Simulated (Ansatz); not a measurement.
Si₃Ru₅ in space group Pbam (No. 55; Pearson symbol oP16) under volume change, r²SCAN (plane waves, PAW; program Ansatz), shape and atoms relaxed at each volume.

```
V (Å³/atom)  E − E(relaxed) (meV/atom)  P (GPa)
-----------  -------------------------  -------
11.703                           104.9    32.01
12.089                            43.5    19.32
12.475                            10.1     8.72
12.860                             0.0     0.00
13.246                             8.7    -6.92
13.632                            31.9   -12.04
```

### Question
What does a third-order Birch–Murnaghan fit give for V₀, B₀ and B′?

### Answer
V₀ = 12.87 Å³/atom, B₀ = 253 GPa, B′ = 6.2.

The first step of the workflow began from a Materials Project structure, measured or hypothetical; the Crystallography Open Database copy checked does not list it. Whether it is the stable phase at ambient conditions was not checked. The r²SCAN relaxation kept the symmetry of its start; whether a distortion lowers the energy is not shown. The run is not spin-polarised.

Potentials: the later of the program's two PAW sets.
